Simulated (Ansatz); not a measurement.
Starting cell, WSi₂ (MoSi2 type, space group I4/mmm):

```xyz
3
Lattice="-1.6061 1.6061 3.9029 1.6061 -1.6061 3.9029 1.6061 1.6061 -3.9029" Properties=species:S:1:pos:R:3 pbc="T T T"
W      0.0000     0.0000     0.0000
Si     0.0000     0.0000     2.6139
Si     0.0000     0.0000     5.1919
```

In this cell atom 1 (W, nearest neighbour Si at 2.612 Å; its periodic images, 3.2 Å or more away, move with it) is moved by s along Cartesian [110], unit vector (0.707, 0.707, 0.000); all other atoms and the cell stay fixed.

Calculation: r2SCAN (plane waves to 500 eV, PAW, scalar-relativistic; Ansatz, a first-principles code). k mesh 16×16×16 (Γ-centred), Fermi-Dirac smearing 0.05 eV. Left out: 2 of 11 points, with atoms too close for the PAW data. With partly filled bands, energies and forces of such displacements shift with the k mesh and the smearing. F∥ is the force on the atom along that direction. Spin-orbit coupling is left out, though W is heavy. The PAW data are Ansatz's earlier set. WSi2 is run without spin polarisation. WSi2 was relaxed with its symmetry unable to fall. 

```json
[
 {"s (Å)": "-0.624", "F∥ (eV/Å)": "13.434"},
 {"s (Å)": "-0.468", "F∥ (eV/Å)": "8.121"},
 {"s (Å)": "-0.312", "F∥ (eV/Å)": "4.372"},
 {"s (Å)": "-0.156", "F∥ (eV/Å)": "1.851"},
 {"s (Å)": "0.000", "F∥ (eV/Å)": "0.000"},
 {"s (Å)": "0.156", "F∥ (eV/Å)": "-1.851"},
 {"s (Å)": "0.312", "F∥ (eV/Å)": "-4.372"},
 {"s (Å)": "0.468", "F∥ (eV/Å)": "-8.121"},
 {"s (Å)": "0.624", "F∥ (eV/Å)": "-13.434"}
]
```

### Question
What is the force constant k = d²E/ds² of this move at s = 0?

### Answer
11.1 eV/Å². The forces along the line at the two nearest points give (1.851 − (-1.851)) / (2·0.156) = 11.87 eV/Å²; the next pair corrects for the finite step.

(For displaced atoms, the force is minus the slope of the energy, and its curvature is a force constant, which sets phonon frequencies.)
